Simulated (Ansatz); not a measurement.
Band table of Ti

```
Ti
1.0
     0.00000    2.03000    2.07060
     2.03000    0.00000    2.07060
     2.03000    2.03000    0.00000
Ti
1
Direct
  0.00000 0.00000 0.00000
```

The geometry is COD entry 1534878, unchecked; take it as a test cell. The listed cell was then made from it by scaling, straining or moving an atom.

All numbers below come from DFT, LDA, all-electron LAPW, scalar-relativistic (Ansatz 0.2.0).

The runs use a Γ-centred 14×14×14 k mesh, Fermi–Dirac smearing of 0.05 eV, basis error target 0.25 meV/atom, no spin polarisation.

Path points, in fractions of the reciprocal vectors: Γ (0.000, 0.000, 0.000), X (0.000, 0.500, 0.500), P (0.250, 0.750, 0.500), N (0.000, 0.500, 0.000), M (0.500, 0.500, 0.000), S (0.370, 0.630, 0.000), S0 (-0.370, 0.370, 0.000). Levels in eV from the Fermi level; bands 5 to 8, counted from the lowest band of the run. The gap is zero.

```
# k(1/Å) point b5 b6 b7 b8
0.000 Γ -6.04 0.76 0.92 0.92
0.310 - -5.60 0.59 0.97 1.11
0.619 - -4.43 -0.17 1.53 1.57
0.929 - -3.08 -0.99 1.14 2.50
1.238 - -2.60 -1.57 2.12 3.43
1.548 X -2.64 -1.78 3.11 3.61
1.699 - -2.56 -1.72 2.51 3.49
1.851 - -2.34 -1.55 1.69 3.16
2.003 - -2.03 -1.26 0.93 2.70
2.154 - -1.74 -0.86 0.24 2.28
2.306 P -1.61 -0.36 -0.36 2.10
2.525 - -1.47 -0.62 -0.23 2.11
2.744 - -1.24 -1.07 0.10 1.83
2.963 - -1.91 -0.47 0.54 1.25
3.182 - -2.43 0.24 0.80 0.88
3.401 N -2.62 0.64 0.78 0.82
3.667 - -2.83 0.34 0.73 0.91
3.933 - -3.65 0.00 0.95 1.12
4.199 - -4.82 0.25 1.07 1.21
4.466 - -5.72 0.66 0.94 1.03
4.732 Γ -6.04 0.76 0.92 0.92
5.035 - -5.62 0.46 1.12 1.12
5.339 - -4.48 -0.25 1.38 1.69
5.642 - -3.16 -1.01 0.96 2.56
5.946 - -2.64 -1.55 1.83 3.49
6.249 M -2.65 -1.74 2.75 3.63
6.363 - -2.60 -1.71 2.45 3.56
6.477 - -2.47 -1.62 1.93 3.39
6.590 - -2.27 -1.49 1.41 3.15
6.704 - -2.00 -1.32 0.94 2.86
6.818 S -1.70 -1.18 0.53 2.57
7.187 - -1.60 -0.78 0.27 1.67
7.556 - -2.48 0.31 0.78 0.92
7.925 - -2.48 0.31 0.78 0.92
8.295 - -1.60 -0.78 0.27 1.67
8.664 S0 -1.70 -1.18 0.53 2.57
8.988 - -1.32 -0.69 -0.24 1.90
9.312 - -2.61 -0.39 0.32 1.69
9.636 - -4.28 -0.01 0.97 1.54
9.960 - -5.56 0.61 0.94 1.08
10.284 Γ -6.04 0.76 0.92 0.92
```
